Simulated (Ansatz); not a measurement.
GeRh$_{2}$:
```cif
data_Ge4Rh8
_chemical_formula_sum 'Ge4 Rh8'
_space_group_name_H-M_alt 'Pnma'
_space_group_IT_number 62
_space_group_name_Hall '-P 2ac 2n'
_cell_length_a 5.38208
_cell_length_b 3.97179
_cell_length_c 7.52003
_cell_angle_alpha 90.000
_cell_angle_beta 90.000
_cell_angle_gamma 90.000
loop_
_space_group_symop_operation_xyz
  'x, y, z'
  '-x, -y, -z'
  '-x+1/2, -y, z+1/2'
  'x+1/2, y, -z+1/2'
  'x+1/2, -y+1/2, -z+1/2'
  '-x+1/2, y+1/2, z+1/2'
  '-x, y+1/2, -z'
  'x, -y+1/2, z'
loop_
_atom_site_label
_atom_site_type_symbol
_atom_site_symmetry_multiplicity
_atom_site_Wyckoff_symbol
_atom_site_fract_x
_atom_site_fract_y
_atom_site_fract_z
_atom_site_occupancy
Ge1 Ge 4 c 0.21009 0.25000 0.10393 1
Rh1 Rh 4 c 0.03046 0.25000 0.79361 1
Rh2 Rh 4 c 0.16305 0.25000 0.43050 1
```

Relaxed at zero pressure with the program Ansatz at the LDA level (PAW).

Question: The volume is lowered by 6 % and shape and atoms relax at that volume. What pressure results, and how do the axes share the change?

Answer: 17.9 GPa; a -2.9 %, b -1.6 %, c -1.6 %; the energy rises by 42 meV/atom.

Question: Give the new structure.

Answer: 
Space group Pnma (No. 62); a = 5.227 Å, b = 3.908 Å, c = 7.398 Å, α = β = γ = 90.00°

```tsv
atom	site	symmetry	x	y	z
Ge	4c	.m.	0.2043	0.2500	0.1032
Rh	4c	.m.	0.0323	0.2500	0.7905
Rh	4c	.m.	0.1648	0.2500	0.4309
```

The phase is kept; no other phase was compared at this pressure.

The workflow started from an entry of the Crystallography Open Database (COD). Whether it is the stable phase at ambient conditions was not checked. The LDA relaxation kept the symmetry of its start; its stability against distortions is not shown here. The run is not spin-polarised.

Potentials: the later of the program's two PAW sets.
